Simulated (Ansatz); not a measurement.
Question: Each is relaxed and computed with plane-wave PAW r²SCAN (Ansatz code). Which is the only one with a gap?
(A) Mg6Cu16Si7, Fm-3m (Pearson symbol cF116)
(B) Nb2SnC, P6_3/mmc (Nb on 4f, Sn on 2d, C on 2a)
(C) CuSnF6, P-1 (Pearson symbol aP8)
(D) Sc3SnC, anti-perovskite

Answer: C, CuSnF6, P-1 (Pearson symbol aP8). CuSnF6: gap 1.00 eV (indirect); Mg6Cu16Si7: metal; Sc3SnC: metal; Nb2SnC: metal. Spin orders computed, not proven ground states: CuSnF6, P-1 (Pearson symbol aP8) ferromagnetic. Standing as an ambient phase not checked: CuSnF6, P-1 (Pearson symbol aP8); Mg6Cu16Si7, Fm-3m (Pearson symbol cF116); Sc3SnC, anti-perovskite; Nb2SnC, P6_3/mmc (Nb on 4f, Sn on 2d, C on 2a). All cells were relaxed under the symmetry of their starts (and spin orders); stability against distortions was not tested throughout. Rows with no word on spin ran without spin polarisation. No Hubbard U is applied. Scalar-relativistic: spin–orbit coupling is off unless named, which matters more the heavier the elements.

Potentials: the later of the program's two PAW sets.
